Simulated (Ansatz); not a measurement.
Given:

CsPbBr3:
Space group Pnma (No. 62); a = 8.4568 Å, b = 11.8071 Å, c = 8.1245 Å, α = β = γ = 90.00°

```tsv
atom	site	symmetry	x	y	z
Pb	4a	-1	0.0000	0.0000	0.0000
Cs	4c	.m.	0.0617	0.2500	0.4814
Br	8d	1	0.2971	0.0354	0.1995
Br	4c	.m.	0.0085	0.7500	0.0681
```

This is the r²SCAN-relaxed structure.

Task: All from plane-wave PAW r²SCAN (Ansatz code), unless another level is named. Estimate the formation energy from the elements (no fitted shifts).

Result: -1.50 eV/atom.

Task: Give the HSE06 gap on the r²SCAN cell.

Result: 2.68 eV.

Task: Next, the band gap?

Result: 2.41 eV (direct).

Task: Next, the electron effective mass?

Result: 0.21, 0.25, 1.1 mₑ (principal values).

Task: Next, the hole effective mass?

Result: 0.24, 0.28, 0.28 mₑ (principal values).

Task: Predict the valence-band maximum.

Result: at Γ.

Symmetry was held in the r²SCAN relaxation. The references are the lowest solids computed at this level, not always the standard phases. Scalar-relativistic: spin–orbit coupling is off unless named, which matters more the heavier the elements.

Potentials: the later of the program's two PAW sets.
